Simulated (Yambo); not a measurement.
A G0W0@PBEsol run in Yambo for N (space group Pa-3, No. 205) (2×2×2 Γ-centred k mesh, 304 bands and a 8 Ry block in the screening, 304 bands in G with the Bruneval-Gonze terminator, plasmon pole fitted at 27.2 eV) gives these matrix elements, in eV, at the band edges (X → Γ):

| state | E0 | <Vxc> | <Σx> | <Σc(E0)> | Z |
|---|---|---|---|---|---|
| valence edge | 0.000 | -17.363 | -23.790 | 2.799 | 0.841 |
| conduction edge | 7.211 | -13.618 | -7.844 | -2.046 | 0.870 |

Solve the linearised quasiparticle equation for both states, give the gap, and say how exchange and correlation each act on it.

E = E0 + Z(Σx + Σc − Vxc). Valence: 0.000 + 0.841 × (-23.790 + (2.799) − (-17.363)) = -3.05 eV. Conduction: 7.211 + 0.870 × (-7.844 + (-2.046) − (-13.618)) = 10.46 eV. The gap is 13.51 eV, against 7.21 eV in PBEsol. Replacing Vxc by bare exchange alone would open it by 12.20 eV; correlation takes back 4.85 eV of that, and Z scales what is left. Nearest settings tried, and what they do to the gap: 105 bands in W, 105 bands in G: +74 meV; 133 bands in W: +32 meV; 7 Ry block (389 vectors against 485): -15 meV. Not varied: mesh. So the settings aren't converged at that level. The k mesh is coarse. 

Geometry of the Materials Project entry, not relaxed at this level; primitive cell a = 5.561 Å, b = 5.561 Å, c = 5.561 Å, α = 90.00°, β = 90.00°, γ = 90.00°.
